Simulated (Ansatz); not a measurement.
Data:

Relaxed SnSe₂ (CdI2 type):

```
CELL_PARAMETERS angstrom
      7.68056     0.00000     0.00000
     -1.92014     3.32578     0.00000
      0.00000     0.00000     6.00569
ATOMIC_POSITIONS crystal
  Sn 0.00000 0.00000 0.00000
  Sn 0.50000 0.00000 0.00000
  Se 0.16667 0.66667 0.26533
  Se 0.66667 0.66667 0.26533
  Se 0.33333 0.33333 0.73467
  Se 0.83333 0.33333 0.73467
```

Two-dimensional scan of atom 1 (Sn, nearest neighbour Se at 2.730 Å; its periodic images, 3.8 Å or more away, move with it): u runs along (1.000, 0.000, 0.000), v along (0.000, 1.000, 0.000) (Cartesian). Cell and other atoms are fixed.

Computed with PBE-D3(BJ) (plane waves to 420 eV, PAW, scalar-relativistic; Ansatz, an electronic-structure program). k mesh 4×8×5 (Γ-centred), Fermi-Dirac smearing 0.05 eV. Energies are smeared free energies. Points where atoms come too close for the PAW data are left out (x in tables, blank in figures). As the smearing reaches across the gap at some points, energies and forces of such displacements shift with the k mesh and the smearing. SnSe2 was relaxed with its symmetry unable to fall. ΔE is measured from the undisplaced structure. Axes are in Å.

The scan covers u from -0.900 to 0.900 Å in 7 points and v from -0.900 to 0.900 Å in 7 points.

### Question
In which direction of the plane is the atom held most weakly?

### Answer
120° from u towards v.

### Question
What are the two principal curvatures of the energy at the centre?

### Answer
5.4 and 9.6 eV/Å².

(A displaced cell: forces are minus the slopes of the energy, force constants its curvatures, and phonons follow from these.)
